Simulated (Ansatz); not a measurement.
**YF3 (space group Pnma): energy against volume**

YF3 (space group Pnma)

```
YF3
1.0
    6.33039     0.00000     0.00000
    0.00000     6.83929     0.00000
    0.00000     0.00000     4.36949
Y F
4 12
Direct
  0.63092   0.75000   0.93865
  0.36908   0.25000   0.06135
  0.86908   0.25000   0.43865
  0.13092   0.75000   0.56135
  0.16507   0.43686   0.37802
  0.83493   0.56314   0.62198
  0.33493   0.56314   0.87802
  0.66507   0.43686   0.12198
  0.66507   0.06314   0.12198
  0.33493   0.93686   0.87802
  0.83493   0.93686   0.62198
  0.16507   0.06314   0.37802
  0.52307   0.25000   0.58944
  0.47693   0.75000   0.41056
  0.97693   0.75000   0.08944
  0.02307   0.25000   0.91056
```

The volume is varied about the relaxed value V₀ at fixed cell shape. The atoms relax within the cell's symmetry.

Calculation: PBEsol (plane waves to 420 eV, PAW, scalar-relativistic; Ansatz, a first-principles code). k mesh 4×4×6 (Γ-centred), Fermi-Dirac smearing 0.05 eV. The energy includes the smearing's −TS. Stress and pressure are positive under compression. With the shape held, the modulus is that of even scaling; a crystal free to change shape is softer. YF3 is run without spin polarisation. YF3 was relaxed with its symmetry unable to fall. The zero of ΔE is the relaxed starting cell.

```tsv
V (Å³/cell)	ΔE (eV/atom)	P (GPa)
170.26	0.0569	17.0
173.41	0.0381	13.5
176.57	0.0236	10.2
179.72	0.0128	7.3
182.87	0.0055	4.6
186.02	0.0013	2.2
189.18	0.0000	0.0
192.33	0.0012	-2.0
195.48	0.0047	-3.7
198.64	0.0102	-5.3
201.79	0.0176	-6.6
204.94	0.0263	-7.7
208.10	0.0364	-8.6
```

Key numbers:

| Property | Value |
|---|---|
| Pressure at the smallest volume | 17.0 GPa |
| Energy cost of the largest compression | 56.9 meV/atom |
| Energy cost of the largest expansion | 36.4 meV/atom |
| Bulk modulus at fixed cell shape B₀ (third-order Birch-Murnaghan fit) | 122 GPa |
| Pressure derivative B₀′ (fit) | 5.6 |
| Equilibrium volume of the fit | 11.82 Å³/atom |
| Pressure for 5 % compression (fit) | 7.2 GPa |

(Under strain, the slope of the energy per volume gives the stress and its curvature an elastic modulus.)
